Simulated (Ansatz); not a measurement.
Rutile TiO2 was put through Ansatz (plane waves). The cell was relaxed with r2SCAN and then strained (isotropic -2.0 % on every length), with the atoms relaxed again with r2SCAN; k points keep the names of the unstrained zone.

Structure:
```
Ti O
1.0
     4.50492    0.00000    0.00000
     0.00000    4.50492    0.00000
     0.00000    0.00000    2.89442
Ti O
2 4
Direct
  0.00000 0.00000 0.00000
  0.50000 0.50000 0.50000
  0.30265 0.30265 0.00000
  0.19735 0.80265 0.50000
  0.80265 0.19735 0.50000
  0.69735 0.69735 0.00000
```

The log, with set-up remarks and timings taken out:
```
scf.n_extra_bands = 5 over 24 filled bands (N_el = 48.0): the run solves 29 bands
Functional definition: r2SCAN
Crystal: 6 atoms, lattice volume = 58.740 Å³
Basis set: ecut = 500 eV, 1503 PW (Γ)
Bands: 29, of which v1, the nominal top of the filled ones, is band 24 counted from 1 (23 counted from 0)
Symmetry: 16 space group operations
Space group: P42/mnm (ITA 136)
k-points: 50 of 288
SCF 1 converged in 8 iterations: F = -7292.397322 eV  dr2 = 2.03e-9
NSCF: frozen V_eff on 6 k-points
SCF converged after 8 iterations
Free energy (F): -7292.397322 eV
Fermi energy:    9.757710 eV
--- Per-component energies (eV) ---
  E_band       = -398.472433
  E_kinetic    = 1261.009686
  E_local      = -2975.600245
  E_nonlocal   = 192.504585
  E_hartree    = 1137.281779
  E_xc         = -485.205226
  E_vxc        = -696.340672
  E_paw        = -2749.033383
  E_vpaw       = -500.145437
  E_vtau       = 45.531647
  E_ewald      = -3672.724286
  E_core_change = -0.634678
--- Forces (eV/Å), atoms counted from 1 ---
  atom   1  Ti      0.00000      0.00000      0.00000
  atom   2  Ti      0.00000      0.00000      0.00000
  atom   3  O     -0.00163    -0.00163      0.00000
  atom   4  O       0.00163    -0.00163      0.00000
  atom   5  O     -0.00163      0.00163      0.00000
  atom   6  O       0.00163      0.00163      0.00000
--- Stress (GPa, compression-positive) ---
       15.388538       0.000000       0.000000
        0.000000      15.388538       0.000000
        0.000000       0.000000      19.214475
  P = ⅓ Tr σ = 16.6639 GPa (166.639 kbar)
--- Band table (eV; the first three rows and the last of 50) ---
  k-point 0: bands = […, 6.9892, 7.6142, 8.9966, 9.2330, 9.2330, 9.7577, 12.0650, 12.3764, 12.6568, 12.8013, …]
  k-point 1: bands = […, 7.3326, 7.3326, 8.3396, 8.9141, 8.9141, 9.6478, 12.4749, 12.5408, 12.5655, 12.9989, …]
  k-point 2: bands = […, 7.1366, 7.8444, 7.8444, 8.1418, 8.1418, 9.1778, 12.5106, 12.8376, 13.1679, 13.4540, …]
  k-point 49: bands = […, 6.7854, 6.7854, 8.2730, 8.2730, 9.0463, 9.0463, 12.9113, 12.9113, 13.5243, 13.5243, …]
```

bands.tsv, columns around the gap (it counts bands from 0):
```tsv
# k_distance	band_19	band_20	band_21	band_22	band_23	band_24	band_25	band_26	band_27
# fermi_ev = 9.757710
# [0, 0, 0] at k_distance = 0.000000
# [0, 0.5, 0] at k_distance = 0.697370
# [0.5, 0.5, 0] at k_distance = 1.394740
# [0, 0, 0.5] at k_distance = 2.861277
# [0, 0.5, 0.5] at k_distance = 3.558647
# [0.5, 0.5, 0.5] at k_distance = 4.256017
# levels_relative_to = fermi_ev
0.000	-2.144	-0.761	-0.525	-0.525	0.000	2.307	2.619	2.899	3.044
0.697	-3.336	-1.790	-1.790	-0.834	-0.834	3.055	3.055	3.662	3.662
1.395	-2.434	-1.411	-1.411	-1.187	-1.187	2.344	2.344	3.071	3.071
2.861	-3.004	-2.685	-2.685	-1.531	-1.531	3.577	3.577	3.861	3.861
3.559	-2.533	-2.204	-2.204	-1.198	-1.198	2.386	2.386	3.880	3.880
4.256	-2.972	-1.485	-1.485	-0.711	-0.711	3.154	3.154	3.767	3.767
```
In order the rows are Γ, X, M, Z, R, A.

Q: What input produced it? Give the YAML.

A:
```yaml
crystal:
  # lattice and atoms as above
kpoints:
  mp_grid: { grid: [6, 6, 8] }
  band_path:
    path:
      - [0.0, 0.0, 0.0]
      - [0.0, 0.5, 0.0]
      - [0.5, 0.5, 0.0]
      - [0.0, 0.0, 0.5]
      - [0.0, 0.5, 0.5]
      - [0.5, 0.5, 0.5]
    npoints: 1
hamiltonian:
  xc: r2scan
scf:
  occupations: { method: fixed }
  n_extra_bands: 5
output:
  forces: true
  stress: true
  eigenvalues: true
```
The term E_vtau belongs to a meta-GGA, which reads the kinetic-energy density. A single point prints forces and stress when the output block asks for them. Keys that only write grids to files are left aside. Not every key shows in the log; this is the file that was used.

Command: `ansatz run input.yaml --threads 2 --pin off --max-ram 20275MiB --backend cpu --events-out ev --progress --plain --runs-dir out`. Wall time 5.2 s on 2 threads of AMD EPYC 7R13 Processor (Zen 3) (shared host), load about 1.4 per core; peak host memory 0.73 GiB.

Calculated for a static, non-magnetic cell.
